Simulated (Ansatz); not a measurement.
**Field gradients of Zn from run to run**

Cell of run 1: an entry of the Crystallography Open Database (COD), atoms as given.

```yaml
crystal:
  lattice:
    - [2.66480, 0.00000, 0.00000]
    - [-1.33240, 2.30778, 0.00000]
    - [0.00000, 0.00000, 4.94670]
  atoms:
    - { symbol: Zn, position: [0.33333, 0.66667, 0.25000] }
    - { symbol: Zn, position: [0.66667, 0.33333, 0.75000] }
```

Atom numbers follow the list; atoms alike are taken as one site, whose name carries the number of the first.

Relaxed positions (PBE, cell held):

```
CELL_PARAMETERS angstrom
2.66480 0.00000 0.00000
-1.33240 2.30778 0.00000
0.00000 0.00000 4.94670
ATOMIC_POSITIONS crystal
Zn 0.33333 0.66667 0.25000
Zn 0.66667 0.33333 0.75000
```

All runs are DFT with Ansatz 0.2.0 (plane waves and PAW, scalar-relativistic unless spin–orbit coupling is named, Γ-centred meshes, Fermi–Dirac smearing where given) in this cell.

Run 1: PBE, atoms as given; 420 eV, 14×14×7 k-points, smearing 0.05 eV.
Run 2: r2SCAN, at the relaxed atoms; 500 eV, 14×14×7 k-points, smearing 0.05 eV.
Run 3: LDA, at the relaxed atoms; 420 eV, 14×14×7 k-points, smearing 0.05 eV.

| run | Zn V_zz (η) |
| --- | --- |
| 1 | 3.79 (0.00) |
| 2 | ? |
| 3 | 3.84 (0.00) |

V_zz in 10²¹ V/m².

Problem. Estimate the row of run 2.

Solution. Zn: 4.26 (0.00). It lies nearest to run 3, from whose tensors on these sites it differs by 0.42 at most (largest principal value of the difference, on Zn).

With these PAW files V_zz is typically within 2 to 3 % of all-electron values, but misses above 10 % occur on Zn. In runs 1, 2, 3 there is no gap above 0.1 eV, so the gradients can move by 10 % or more with the k-mesh. The cell isn't the equilibrium one in run 3 (calculated pressure -9 GPa), and the entry's cell may itself be off.
